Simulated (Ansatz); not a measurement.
# What DFT gives for RbZn$_{4}$As$_{3}$

```
CELL_PARAMETERS angstrom
4.21155 0.00000 0.00000
0.00000 4.21155 0.00000
0.00000 0.00000 10.45466
ATOMIC_POSITIONS crystal
Rb 0.00000 0.00000 0.50000
Zn 0.00000 0.50000 0.15912
Zn 0.50000 0.00000 0.15912
Zn 0.00000 0.50000 0.84088
Zn 0.50000 0.00000 0.84088
As 0.50000 0.50000 0.29233
As 0.50000 0.50000 0.70767
As 0.00000 0.00000 0.00000
```

Method: r2SCAN, no spin polarisation; PAW, plane waves to 500 eV, 6×6×3 Γ-centred mesh, gaussian occupations (width 0.0718 eV) (Ansatz 0.2.0), atoms fixed.

(1) Which orbitals make up the band edges?

(2) Which element gives electrons and which takes them?

(3) Is the cell too large or too small?

(4) What do density and ELF say about some of the short contacts?

(5) Which atom feels the largest force, and which way?

(6) Is there a gap, and of what kind?

(7) What is the formation energy?

Origin: a database entry at a rescaled volume.

Results:

(1) Within 0.7 eV of the edges, the states project mainly on As p (91 %) below the gap and on Zn s (79 %) above it.

(2) Bader charges in e: Rb +0.80, Zn +0.57, As -1.09 to -0.99. In the mean Rb gives up most and As takes most.

(3) The pressure is -2.2 GPa (compression positive), so with the atoms held at these fractions the cell would first shrink.

(4) Zn–As at 2.52 Å: least valence density 0.37 e/Å³ and ELF 0.39 there. Zn–Zn at 2.98 Å: least valence density 0.15 e/Å³ and ELF 0.26 there. Rb–As at 3.69 Å: least valence density 0.05 e/Å³ and ELF 0.04 there, a closed-shell (ionic or weak) contact. These are pseudo-fields; inside the PAW spheres they differ from the all-electron ones.

(5) The largest is on As6 (and as large on other atoms): 0.38 eV/Å, components (0.00, 0.00, -0.38). It makes 57° with the line to a nearest neighbour, Zn2 at 2.52 Å.

(6) The gap is 0.27 eV, direct at the points sampled.

(7) -0.38 eV an atom against the elements' usual phases (free molecules for gases, crystals otherwise, with no correction for O₂ or N₂), so it is bound against them; other compounds may still compete. Relaxing would lower it.
